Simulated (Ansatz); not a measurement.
# Ba4Sb2O: computed property card

Ba$_{4}$Sb$_{2}$O:
```xyz
7
Lattice="-2.6015 2.6015 9.0377 2.6015 -2.6015 9.0377 2.6015 2.6015 -9.0377" Properties=species:S:1:pos:R:3 pbc="T T T"
Ba     0.0000     0.0000    12.1191
Ba     0.0000     0.0000     5.9563
Ba     0.0000     2.6015     0.0000
Ba     2.6015     0.0000     0.0000
Sb     0.0000     0.0000    15.5895
Sb     0.0000     0.0000     2.4858
O      0.0000     0.0000     9.0377
```

Space group I4/mmm (No. 139); conventional cell a = b = 5.2030 Å, c = 18.0753 Å, α = β = γ = 90.00°.

Method: PBEsol (plane waves, PAW; program Ansatz). Geometry: relaxed at this level of theory. Other levels are named where they apply.

### Cell and energy

```
Quantity                                                      Result
-----------------------------------------------------  -------------
Volume per atom                                             34.95 Å³
Density                                                   5.49 g/cm³
Formation energy from the elements (no fitted shifts)  -1.56 eV/atom
```

### Electronic structure

```
Item                                                                              Result
------------------------------------------------  --------------------------------------
Band gap                                                                0.53 eV (direct)
Valence-band maximum                                                                at M
Conduction-band minimum                                                             at M
Electron effective mass                           0.12, 0.12, 0.80 mₑ (principal values)
Electron effective mass with spin–orbit coupling  0.10, 0.10, 0.80 mₑ (principal values)
Hole effective mass with spin–orbit coupling       0.10, 0.10, 1.8 mₑ (principal values)
HSE06 gap on the PBEsol cell                                                     1.11 eV
Gap with spin–orbit coupling                                                     0.33 eV
```

### Mechanics

```
Quantity                                                                                                       Value
--------------------------------------------  ----------------------------------------------------------------------
Bulk modulus (Birch–Murnaghan fit)                                                                          38.8 GPa
Pressure derivative B′                                                                                           4.3
Elastic constants (relaxed ions, GPa)         C11 = 77.5, C12 = 21.6, C13 = 22.4, C33 = 64.2, C44 = 18.4, C66 = 25.0
Mechanical stability                                                          stable (all eigenvalues of C positive)
Hill bulk and shear moduli                                                                         39.0 and 22.2 GPa
Young's modulus                                                                                             56.0 GPa
Poisson's ratio                                                                                                 0.26
Debye temperature from the elastic constants                                                                   204 K
```

### Dielectric response

```
Item                                                                       Value
----------------------------------------  --------------------------------------
Electronic dielectric constant ε∞ (DFPT)               10.8 (xx = yy), 9.08 (zz)
Born charges (a third of the trace)       Ba +2.66 to +2.73, Sb -3.76, O -3.24 e
```

### Charges

```
Quantity                                        Value
-------------  --------------------------------------
Bader charges  Ba +1.21 to +1.25, Sb -1.75, O -1.42 e
```

The first step of the workflow began from a Materials Project structure, measured or hypothetical; the Crystallography Open Database files this formula in space group No. 139, but the cells were not matched. Its standing as an ambient phase is unchecked. Symmetry was held in the PBEsol relaxation; its stability against distortions is not shown here. The references are the lowest solids computed at this level, not always the standard phases (solids in place of the gases). Scalar-relativistic: spin–orbit coupling is off unless named, which matters more the heavier the elements.

Potentials: the later of the program's two PAW sets.
